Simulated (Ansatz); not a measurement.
Ge2Sb2TeSe4:
```xyz
9
Lattice="3.9963 0.0000 0.0000 -1.9982 3.4609 0.0000 0.0000 0.0000 17.1565" Properties=species:S:1:pos:R:3 pbc="T T T"
Ge     0.0000     0.0000     5.8740
Ge     0.0000     0.0000    11.2824
Sb     0.0000     2.3073     2.1139
Sb     1.9982     1.1536    15.0426
Te     0.0000     0.0000     0.0000
Se     0.0000     2.3073    13.4678
Se     1.9982     1.1536     3.6887
Se     0.0000     2.3073     7.1187
Se     1.9982     1.1536    10.0377
```

Relaxed with r²SCAN+D4. Special points in fractions of this cell's reciprocal vectors: Γ (0.000, 0.000, 0.000); M (0.500, 0.000, 0.000); K (0.333, 0.333, 0.000); A (0.000, 0.000, 0.500); L (0.500, 0.000, 0.500); H (0.333, 0.333, 0.500).

Problem. List the band energies nearest the Fermi level at these points for DFT-r²SCAN+D4 in the program Ansatz with PAW potentials.

Solution. In eV from the Fermi level; about four levels below and three above (degenerate sets whole), none deeper than 8.9 eV; points with the same levels are listed once.

| k | below | above |
|---|---|---|
| Γ | -1.54 -1.54 -1.38 -1.32 | 0.07 0.09 0.41 0.41 |
| M | -2.70 -2.26 -1.42 -1.21 | 0.14 0.79 0.82 |
| K | -2.34 -1.86 -1.86 -1.23 | 0.84 0.84 0.90 |
| A | -1.91 -1.54 -1.54 -1.08 | 0.02 0.13 0.42 0.42 |
| L | -2.23 -2.16 -0.71 -0.02 | 0.75 0.93 1.67 |
| H | -2.06 -2.06 -1.90 -1.69 | 1.03 1.03 1.11 |

Space group P-3m1. The start of the workflow was typed in or built on a structure type; neither database checked (COD, Materials Project) lists it. Whether it is the stable phase at ambient conditions was not checked. The r²SCAN+D4 relaxation kept the symmetry of its start; its stability against distortions is not shown here. Spin–orbit coupling is left out wherever it is not named.

Potentials: the earlier of the program's two PAW sets.
